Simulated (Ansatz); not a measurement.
A distorted cell of HgTe (zinc blende):

```
HgTe
1.0
    0.00000     3.26520     3.39580
    3.26520     0.00000     3.39580
    3.26520     3.26520     0.00000
Te Hg
1 1
Direct
  0.75000   0.75000   0.75000
  0.00000   0.00000   0.00000
```

Calculation: r2SCAN (plane waves to 500 eV, PAW, scalar-relativistic; Ansatz, a program for electronic structure). k mesh 12×12×12 (Γ-centred), Fermi-Dirac smearing 0.05 eV. Energies are smeared free energies. Stress and pressure are positive under compression. With partly filled bands, the response to shear is sensitive to the k mesh, so small differences along c/a are uncertain. At this level the bands of HgTe touch or barely overlap. HgTe was relaxed with its symmetry unable to fall. Spin-orbit coupling is left out, though Hg and Te are heavy.

**Question.** What is the stress tensor (GPa)?

**Answer.** 
```
   -0.6      0.0      0.0
    0.0     -0.6      0.0
    0.0      0.0     -1.2
```
The pressure, a third of the trace, is -0.8 GPa.

**Question.** It is the relaxed cell deformed to V/V₀ = 1.020, (c/a)/(c/a)₀ = 1.040, c along z, fractional positions held. What is its energy relative to the relaxed cell?

**Answer.** 4 meV/atom.

(Under strain, the slope of the energy per volume gives the stress and its curvature an elastic modulus.)
